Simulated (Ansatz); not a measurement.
All numbers below come from Ansatz, DFT PBE, scalar-relativistic, plane waves, PAW. All cells share a 420 eV cutoff and Γ-centred k meshes spaced at most about 0.3 Å⁻¹ (about 0.25 or finer for metals, 2π included). No spin polarisation in the final relaxations.

All energies are static (0 K, no zero-point motion). All come from trial cells, and lower structures may exist.

**Question.** These unrelaxed guesses for Si₂P are each relaxed within their symmetry. Order them by the energy at which they end, lowest first.
A.

```
CELL_PARAMETERS angstrom
3.49838 0.00000 0.00000
0.00000 3.49838 0.00000
0.00000 0.00000 4.89689
ATOMIC_POSITIONS crystal
Si 0.00000 0.00000 0.75704
Si 0.00000 0.00000 0.24296
P 0.50000 0.50000 0.00000
```

B.

```
CELL_PARAMETERS angstrom
-1.60517 1.60517 3.96070
1.60517 -1.60517 3.96070
1.60517 1.60517 -3.96070
ATOMIC_POSITIONS crystal
Si 0.33330 0.33330 0.00000
Si 0.66670 0.66670 0.00000
P 0.00000 0.00000 0.00000
```

C.

```
CELL_PARAMETERS angstrom
3.72550 0.00000 0.00000
0.00000 3.72550 0.00000
0.00000 0.00000 6.13521
ATOMIC_POSITIONS crystal
Si 0.00000 0.00000 0.00000
Si 0.50000 0.50000 0.00000
Si 0.00000 0.50000 0.33000
Si 0.50000 0.00000 0.67000
P 0.00000 0.50000 0.73500
P 0.50000 0.00000 0.26500
```

D.

```
CELL_PARAMETERS angstrom
4.82641 0.00000 0.00000
-2.41321 4.17979 0.00000
0.00000 0.00000 6.07805
ATOMIC_POSITIONS crystal
Si 0.00000 0.00000 0.00000
Si 0.00000 0.00000 0.50000
Si 0.33333 0.66667 0.75000
Si 0.66667 0.33333 0.25000
P 0.33333 0.66667 0.25000
P 0.66667 0.33333 0.75000
```

**Answer.** C (ends in P4/nmm, 0 meV/atom), B (ends in I4/mmm, 140 meV/atom), D (ends in P6_3/mmc, Ni2In type, 167 meV/atom), A (ends in P4/mmm, 187 meV/atom). Even the lowest end lies +0.33 eV/atom against the elements.

Weakly bound directions are ill-defined at this level, which has no dispersion term (P4/nmm), and this can change margins and order among such cells. In I4/mmm, P4/mmm an odd number of electrons in the primitive cell allows no gap without spin; a larger cell or a magnetic state could open one. A magnetic state wasn't ruled out in cells without spin, among them I4/mmm, P4/mmm. Cells relaxed within their symmetry can be saddle points. Some candidate types were left out of the draw beforehand, so a known form may be missing.
